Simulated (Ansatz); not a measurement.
Sb, first-principles data

Sb:
```xyz
1
Lattice="3.0862 0.0000 0.0000 0.0000 3.0862 0.0000 0.0000 0.0000 3.0862" Properties=species:S:1:pos:R:3 pbc="T T T"
Sb     1.5431     1.5431     1.5431
```

Space group Pm-3m (No. 221); conventional cell a = b = c = 3.086 Å, α = β = γ = 90.00°.

Method: the program Ansatz at the r²SCAN level (PAW). Structure relaxed to zero pressure with the same functional. Other levels are named where they apply.

### Cell and energy

```yaml
volume_per_atom: 29.39 Å³
density: 6.88 g/cm³
```

### Electronic structure

```yaml
electronic_character: metallic (no gap)
Density of states at the Fermi level: 0.46 states/eV per atom (mean over ±0.08 eV)
Gap with spin–orbit coupling: none (metallic)
```

### Mechanics

```yaml
Elastic constants (relaxed ions, GPa): C11 = 137, C12 = 21.3, C44 = 15.6
mechanical_stability: stable (all eigenvalues of C positive)
hill_bulk_and_shear_moduli: 59.9 and 27.3 GPa
Young's modulus: 71.0 GPa
Poisson's ratio: 0.30
debye_temperature_from_the_elastic_constants: 215 K
```

The first step of the workflow began from a Materials Project structure, measured or hypothetical; the Crystallography Open Database files this formula in space group No. 221, but the cells were not matched. It is not the phase usual at ambient conditions (space group No. 166). The cell was relaxed with r²SCAN under the symmetry of its start; whether a distortion lowers the energy is not shown. As this level gives no gap, shear constants depend on the k-mesh and smearing (Fermi–Dirac, 0.1 eV here). Spin–orbit coupling is left out wherever it is not named.

Potentials: the later of the program's two PAW sets.
